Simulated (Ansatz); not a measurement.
A generator proposed this cell of Rb2Ni.

```cif
data_structure
_symmetry_space_group_name_H-M 'P4/mmm'
_symmetry_Int_Tables_number 123
_cell_length_a 3.6536
_cell_length_b 3.6536
_cell_length_c 7.0803
_cell_angle_alpha 90.000
_cell_angle_beta 90.000
_cell_angle_gamma 90.000
_cell_volume 94.51
loop_
_atom_site_label
_atom_site_type_symbol
_atom_site_symmetry_multiplicity
_atom_site_Wyckoff_symbol
_atom_site_fract_x
_atom_site_fract_y
_atom_site_fract_z
_atom_site_occupancy
Rb1 Rb 2 g 0.00000 0.00000 0.76170 1
Ni1 Ni 1 c 0.50000 0.50000 0.00000 1
```

All numbers below come from Ansatz, DFT PBE, scalar-relativistic, plane waves, PAW. Plane waves to 420 eV, a k mesh through Γ of 6×6×4 on the computed 3-atom cell and Gaussian smearing (0.10 eV); collinear spin from starting moments 0.0 0.0 2.0 μB.

The zero of energy is the elements' standard structures at the same level; no fitted shifts are applied.

Problem. Estimate its pressure, forces and energy as it stands.

Solution. The pressure is 6.2 GPa (the mean over three directions, positive in compression), the largest force is 0.65 eV/Å, and the energy is +0.94 eV/atom against the elements. The shortest distance is 3.09 Å.

Problem. Is it a good guess?

Solution. A rough one: relaxing gains about 0.23 eV/atom (the start's value is from the coarse mesh, so the gain is rough) in 14 ionic steps and ends at +0.71 eV/atom on the finer mesh. The symmetry stays P4/mmm (No. 123). The volume per atom grows by 63.1 %, from 31.5 to 51.4 Å³. The shortest distance goes from 3.09 Å (Rb–Ni) to 3.52 Å (Rb–Ni). The ratio c/a of the conventional cell changes by a factor of 1.11. Conventional cell: a = 4.157 Å, c = 8.923 Å. Rb is surrounded by 4 Ni at 3.52 Å, 1 Rb at 3.87 Å and 4 Rb at 4.16 Å; around Ni lie 8 Rb at 3.52 Å and 4 Ni at 4.16 Å.

The last run used collinear spin, a 12×12×6 mesh (in the run's order of axes) for its 3-atom cell and Gaussian smearing of 0.10 eV. Another magnetic order may lie lower. The relaxation can't lower the symmetry of the start, and the grade says only how near the guess is to its own end. Symmetry constrained the relaxation, so the result can be a saddle point.
